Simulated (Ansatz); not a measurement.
The relaxation started from an entry of Materials Project.

A relaxed structure of CsNbCl6. Calculation: r2SCAN (plane waves to 500 eV, PAW, scalar-relativistic; Ansatz, a program for electronic structure).

```
CELL_PARAMETERS angstrom
      6.15717    -3.19975     0.00000
      6.15717     3.19975     0.00000
     -2.53015     0.00000    12.19214
ATOMIC_POSITIONS crystal
  Cs 0.10930 0.89070 0.25000
  Cs 0.89070 0.10930 0.75000
  Nb 0.50000 0.00000 0.00000
  Nb 0.00000 0.50000 0.50000
  Cl 0.52798 0.30701 0.10294
  Cl 0.47202 0.69299 0.89706
  Cl 0.69299 0.47202 0.39706
  Cl 0.30701 0.52798 0.60294
  Cl 0.62856 0.80142 0.16030
  Cl 0.37144 0.19858 0.83970
  Cl 0.19858 0.37144 0.33970
  Cl 0.80142 0.62856 0.66030
  Cl 0.20348 0.10161 0.53764
  Cl 0.79652 0.89839 0.46236
  Cl 0.89839 0.79652 0.96236
  Cl 0.10161 0.20348 0.03764
```

**Question.** Find the space group and the Wyckoff positions (tolerance 0.01 Å).

**Answer.** Space group C2/c (No. 15); a = 12.3143 Å, b = 6.3995 Å, c = 12.4519 Å, α = γ = 90.00°, β = 101.72°

```tsv
atom	site	symmetry	x	y	z
Cs	4e	2	0.0000	0.1093	0.2500
Nb	4c	-1	0.2500	0.2500	0.0000
Cl	8f	1	0.4175	0.1105	0.1029
Cl	8f	1	0.2150	0.4136	0.1603
Cl	8f	1	0.1525	0.0509	0.5376
```

**Question.** Give the shortest distances between elements (the closest pairs, up to four, under 3.6 Å).

**Answer.** Cl–Nb 2.37 Å; Cl–Cl 3.34 Å.

```json
{
  "volume_per_atom": "30.03 Å³",
  "band_gap": "2.61 eV, direct within 0.03 eV (at Γ) (no spin-orbit coupling)",
  "smallest_direct_gap": "2.62 eV at Γ"
}
```

No spin polarisation in the result.

The run could not lose the symmetry of its start.
